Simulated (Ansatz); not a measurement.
CsGeBr3 in space group R3m (No. 160; Cs on 3a, Ge on 3a, Br on 9b), r²SCAN (plane waves, PAW; program Ansatz). The conduction-band minimum lies at T, with 1 equivalent valley. Second derivatives d²E/dk² of the lowest band at one valley (eV·Å²), along Cartesian directions:

```tsv
direction	d²E/dk²
[100]	25.05
[010]	25.05
[001]	48.92
[110]	25.05
[101]	36.53
[011]	36.74
```

### Question
Find the principal effective masses, the density-of-states mass and the conductivity mass.

### Answer
Off-diagonal terms follow from H_xy = H[110] − (H_xx + H_yy)/2, and m*/mₑ = 7.620 eV·Å² over each eigenvalue: 0.16, 0.30, 0.30. One valley's DOS mass (m₁m₂m₃)^(1/3) = 0.24, conductivity mass 3/(Σ 1/mᵢ) = 0.23 mₑ.

### Question
What effective density of states Nc follows at 300 K for parabolic valleys?

### Answer
Nc = 2.509e19 × 1 × (0.24)^(3/2) ≈ 3.0e18 cm⁻³.

The first step of the workflow began from a Materials Project structure, measured or hypothetical; the Crystallography Open Database copy checked does not list it. Its standing as an ambient phase is unchecked. The r²SCAN relaxation kept the symmetry of its start; whether a distortion lowers the energy is not shown. Spin–orbit coupling is left out wherever it is not named.

Potentials: the later of the program's two PAW sets.

Edges and masses are those of Kohn–Sham bands, whose gap is no quasiparticle gap.
